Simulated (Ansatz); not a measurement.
ZrPt3:
```
CELL_PARAMETERS angstrom
      4.02201     0.00000     0.00000
      0.00000     4.02201     0.00000
      0.00000     0.00000     4.02201
ATOMIC_POSITIONS crystal
  Zr 0.00000 0.00000 0.00000
  Pt 0.00000 0.50000 0.50000
  Pt 0.50000 0.00000 0.50000
  Pt 0.50000 0.50000 0.00000
```

Relaxed with r²SCAN. Special points in fractions of this cell's reciprocal vectors: Γ (0.000, 0.000, 0.000); X (0.000, 0.500, 0.000); M (0.500, 0.500, 0.000); R (0.500, 0.500, 0.500).

Problem. List the band energies nearest the Fermi level at these points for r²SCAN (plane waves, PAW; program Ansatz).

Solution. In eV from the Fermi level; about four levels below and three above (degenerate sets whole), none deeper than 8.9 eV; points with the same levels are listed once.

| k | below | above |
|---|---|---|
| Γ | -1.32 -0.71 -0.71 -0.71 | 1.42 1.42 1.42 |
| X | -2.08 -0.71 -0.10 -0.10 | 1.21 1.43 3.49 |
| M | -3.62 -3.62 -3.11 -3.11 -2.77 | 0.65 0.65 0.76 0.76 |
| R | -1.19 -1.19 -1.19 -0.56 -0.56 -0.56 | 1.27 1.27 1.27 |

Space group Pm-3m (Cu3Au type). The workflow started from an entry of the Crystallography Open Database (COD). Whether it is the stable phase at ambient conditions was not checked. The r²SCAN relaxation kept the symmetry of its start; its stability against distortions is not shown here. No spin polarisation was allowed. Scalar-relativistic: spin–orbit coupling is off unless named, which matters more the heavier the elements.

Potentials: the later of the program's two PAW sets.
